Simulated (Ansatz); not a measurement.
Strain response of Au

The calculation used Ansatz 0.2.0, DFT PBEsol, scalar-relativistic, plane waves, PAW. Run with 420 eV cutoff, 16×16×16 k-mesh, Gaussian smearing of 0.10 eV, no spin polarisation.

Starting point, cell and atoms relaxed:

```xyz
2
Lattice="3.2421 0.0000 0.0000 0.0000 3.2421 0.0000 0.0000 0.0000 3.2421" Properties=species:S:1:pos:R:3 pbc="T T T"
Au    0.0000    0.0000    0.0000
Au    1.6211    1.6211    1.6211
```

Deformation: biaxial strain in the a-b plane, with the length and tilt of c and the atoms relaxed, all within the symmetry that the strain leaves. Energies are extrapolated to zero smearing. Stress is positive in compression, on the Cartesian axes of the cell above. The reference was relaxed within its own symmetry and isn't a minimum along this strain. On this cell's mesh the reference holds a stress of up to 0.23 GPa.

Spin–orbit coupling is left out, which can shift energies with elements as heavy as these.

```
strain (%)  ΔE (meV/atom) a (Å) b (Å) c (Å)  σxx (GPa)  σyy (GPa)  σzz (GPa)
      -6.0           -9.7  3.048  3.048  3.687      -1.14      -1.14       0.01
      -4.0           -5.3  3.112  3.112  3.535      -0.95      -0.95       0.00
      -2.0           -0.5  3.177  3.177  3.390      -0.76      -0.76      -0.01
      +0.0            0.0  3.242  3.242  3.242       0.23       0.23       0.23
      +2.0           -1.9  3.307  3.307  3.114       0.57       0.57       0.00
      +4.0           -4.3  3.372  3.372  2.992       1.08       1.08      -0.01
      +6.0           -5.9  3.437  3.437  2.907      -0.61      -0.61       0.00
```

This bcc form isn't the element's structure at ambient conditions.

Cost: 7 runs of about 3 core-minutes in all, on AMD EPYC 9R45 (Zen 5) (shared hosts).